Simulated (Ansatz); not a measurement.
## Stability checks on a candidate for HfZrTe4

The cell was found from a structure generator's guess, not taken from experiment.

Theory: DFT PBE, scalar-relativistic, plane waves, PAW (Ansatz). Settings of the last relaxation (6-atom cell): 420 eV, 12×12×4 k points, Gaussian smearing of 0.10 eV, no spin polarisation.

```
Zr Hf Te
1.0
     3.97253    0.00000    0.00000
    -1.98627    3.44031    0.00000
     0.00000    0.00000   14.25229
Zr Hf Te
1 1 4
Direct
  0.00000 0.00000 0.00000
  0.00000 0.00000 0.50000
  0.33333 0.66667 0.12638
  0.33333 0.66667 0.62446
  0.66667 0.33333 0.37554
  0.66667 0.33333 0.87362
```

Energies over the elements count from the elements' standard structures at the same level, with no fitted energy shifts.

Problem. These tests were run: energy against the elements; phonons on a 2×2×1 q mesh. What do they show?

Solution.

```csv
test,result
energy against the elements,−0.86 eV/atom
phonons on a 2×2×1 q mesh,no imaginary mode on the mesh
```

It fails none of these tests. Whether a mixture of other phases lies lower isn't tested here.

No dispersion correction is applied, so the spacing and binding between layers, chains or molecules are poorly described. Spin–orbit coupling, which can matter for Hf and Te, is left out. The reference form of Te is held partly by dispersion forces, which this level lacks. The run for the phonons used a 12×12×4 k mesh and Fermi–Dirac smearing of 0.15 eV.
